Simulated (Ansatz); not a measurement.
LaHg (CsCl type)

```yaml
crystal:
  lattice:
    - [3.83682, 0.00000, 0.00000]
    - [0.00000, 3.83682, 0.00000]
    - [0.00000, 0.00000, 3.83682]
  atoms:
    - { symbol: La, position: [0.50000, 0.50000, 0.50000] }
    - { symbol: Hg, position: [0.00000, 0.00000, 0.00000] }
```

The slice is a {100} plane (indices of the conventional cell) through the point (0.500, 0.500, 0.500) (fractional), spanned by u = [100] and v = [010] in vectors of this cell: u (3.84 Å) and v (3.84 Å, at 90° to u). It covers one period; positions are fractions (u, v).

These are PBEsol (plane waves to 420 eV, PAW, scalar-relativistic; Ansatz, a quantum-chemistry and plane-wave program) values and carry that method's errors. k mesh 12×12×12. Near the nuclei the fields are pseudised (PAW); where an atom keeps semicore shells as valence, they peak there. LaHg is run without spin polarisation. LaHg was relaxed with its symmetry unable to fall. Spin-orbit coupling is left out, though Hg is heavy.

Task: Predict the map of the electrostatic potential energy of an electron, from the cell's mean on the slice.

Result: 
```tsv
v \ u	0.00	0.14	0.29	0.43	0.57	0.71	0.86
0.96	x	x	<1.0	5.5	5.5	<1.0	x
0.86	x	x	<1.0	6.5	6.5	<1.0	x
0.75	x	<1.0	3.7	8.1	8.1	3.7	<1.0
0.64	1.6	3.8	7.4	9.3	9.3	7.4	3.8
0.54	6.1	7.1	8.9	9.8	9.8	8.9	7.1
0.43	5.4	6.5	8.6	9.7	9.7	8.6	6.5
0.32	<1.0	1.4	6.4	9.0	9.0	6.4	1.4
0.21	x	x	2.0	7.6	7.6	2.0	x
0.11	x	x	<1.0	6.1	6.1	<1.0	x
0.00	x	x	<1.0	5.4	5.4	<1.0	x
```

Values: electrostatic potential energy of an electron, from the cell's mean, in eV. Points within 1 Å of a nucleus are blanked (x), as the pseudised field means little there. Values under 1 eV are set to 1. The zero, the cell's mean, hangs on the PAW cores.
